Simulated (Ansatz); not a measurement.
Values for one crystal, relaxed and computed with LDA in the plane-wave PAW code Ansatz; other levels are named.

| Property | Result |
|---|---|
| Volume per atom | 15.84 Å³ |
| Electronic character | metallic (no gap) |
| Debye temperature from the elastic constants | 456 K |
| Zone-centre stability | no imaginary mode at Γ |
| Highest zone-centre frequency | 223 cm⁻¹ |
| Poisson's ratio | 0.30 |
| Elastic constants (relaxed ions, GPa) | C11 = 208, C12 = 101, C13 = 66.7, C33 = 264, C44 = 52.2 |

### Question
Pick the material that matches.
(A) Ti, P6/mmm (Ti on 1a, Ti on 2d)
(B) Bi, P4/nmm (Bi on 2c)
(C) Cu, fcc (Cu type)
(D) Nb, bcc (W type)

### Answer
A, Ti, P6/mmm (Ti on 1a, Ti on 2d)

This is a known high-pressure phase of the composition, computed here at zero pressure and temperature. Symmetry was held in the LDA relaxation. The run is not spin-polarised. As this level gives no gap, shear constants depend on the k-mesh and smearing (Fermi–Dirac, 0.1 eV here). As this level gives no gap, phonon frequencies hold no LO–TO term and depend on the k-mesh and smearing (Fermi–Dirac, 0.1 eV here).

Potentials: the earlier of the program's two PAW sets.
